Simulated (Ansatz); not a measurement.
Debugging a calculation of TeAs₂

Someone meant to compute TeAs₂ with PBEsol, plane waves and PAW in Ansatz and wrote this input.

```yaml
crystal:
  lattice:
    - [-3.556454, 3.556454, 2.940516]
    - [3.556454, -3.556454, 2.940516]
    - [3.556454, 3.556454, -2.940516]
  atoms:
    - { symbol: Te, position: [0.75, 0.25, 0.5] }
    - { symbol: Te, position: [0.0, 0.0, 0.0] }
    - { symbol: As, position: [0.375, 0.625, 0.25] }
    - { symbol: As, position: [0.375, 0.125, 0.75] }
    - { symbol: As, position: [0.375, 0.625, 0.75] }
    - { symbol: As, position: [0.875, 0.625, 0.25] }
basis:
  ecutwfc: 420
kpoints:
  mp_grid: { grid: [8, 8, 8] }
hamiltonian:
  xc: pbesol
scf:
  occupations: { method: fixed }
output:
  forces: true
  stress: true
  eigenvalues: true
```

Command:

```bash
ansatz run input.yaml --threads 1 --pin off --max-ram 2560MiB --backend cpu --events-out ev --progress --plain --runs-dir out
```

From the log (HF is the Harris–Foulkes energy, dr2 the density residual in eV):

```text
Pseudopotential: Te, paw, valence charge 16, recommended cutoff 420 eV (normal)
Pseudopotential: As, paw, valence charge 15, recommended cutoff 420 eV (normal)
Crystal: 6 atoms, lattice volume = 148.771 Å³
Basis set: ecut = 420 eV, 2893 PW (Γ), exchange–correlation on 80×80×80 points (8 copies of the dense FFT grid, shifted against one another)
Bands: 56, of which v1, the nominal top of the filled ones, is band 46 counted from 1 (45 counted from 0)
Symmetry: 16 space group operations
Space group: I41/amd (ITA 141), of the structure as read, at distance tolerance 5.3e-5 Å
k-points: 59 of 512
PAW frozen core: Te, regenerated for the run's functional, and the local potential with it (the file was generated under x = pbe(κ = 0.804, μ = 0.2195), c = pbe(β = 0.0667))
PAW frozen core: As, regenerated for the run's functional, and the local potential with it (the file was generated under x = pbe(κ = 0.804, μ = 0.2195), c = pbe(β = 0.0667))
Initial density: superposition of atomic densities, corrected by the library's trained network
SCF iter   1: HF=-33053.908613 eV  Δρ=2.24e-3  dr2=6.39e-3
SCF iter   2: HF=-33053.904067 eV  Δρ=1.43e-3  dr2=2.59e-3
SCF iter   3: HF=-33053.903608 eV  Δρ=3.59e-4  dr2=2.74e-4
SCF iter   4: HF=-33053.903452 eV  Δρ=1.36e-4  dr2=2.45e-5
SCF iter   5: HF=-33053.903443 eV  Δρ=4.51e-5  dr2=2.71e-6
SCF iter   6: HF=-33053.903441 eV  Δρ=1.98e-5  dr2=3.58e-7
SCF iter   7: F=-33053.903440 eV  HF=-33053.903440 eV  Δρ=3.41e-6  dr2=1.66e-8
SCF 1 converged in 7 iterations: F = -33053.903440 eV  dr2 = 1.66e-8
SCF converged after 7 iterations
Free energy (F): -33053.903440 eV
E sigma→0 (E₀):  -33053.903440 eV
Fermi energy:    10.210165 eV
--- Forces (eV/Å), atoms counted from 1 ---
  atom   1  Te    -0.00000000     0.00000000    -0.00000000
  atom   2  Te     0.00000000    -0.00000000     0.00000000
  atom   3  As     0.00000000    -0.00000000    -0.00000000
  atom   4  As    -0.00000000    -0.00000000    -0.00000000
  atom   5  As    -0.00000000     0.00000000     0.00000000
  atom   6  As    -0.00000000     0.00000000     0.00000000
--- Stress (GPa, compression-positive) ---
       -3.251214      -0.000000      -0.000000
       -0.000000      -3.251214       0.000000
       -0.000000       0.000000      -4.509328
  P = ⅓ Tr σ = -3.6706 GPa (-36.706 kbar)
```

Task: The run finished without an error. What is wrong all the same?

Result: The fault is fixed occupations on a metal. Bands cross the Fermi level, so no fixed count of filled bands holds at every k-point. The cure is a smearing.

Mended input, as a difference:

```diff
 scf:
-  occupations: { method: fixed }
+  occupations: { method: gaussian, width: 0.1 }
```

The mended run converges, with no gap, a pressure of -3.78 GPa. The faulty run's energy lay 6.22 meV per atom higher. The faulty run also carried warnings: band overlap at count; metallic iterate.

The mended run took 21 s on 1 thread of Oxide Virtual Turin-like Processor (Zen 5) (shared host), peak memory 0.66 GiB.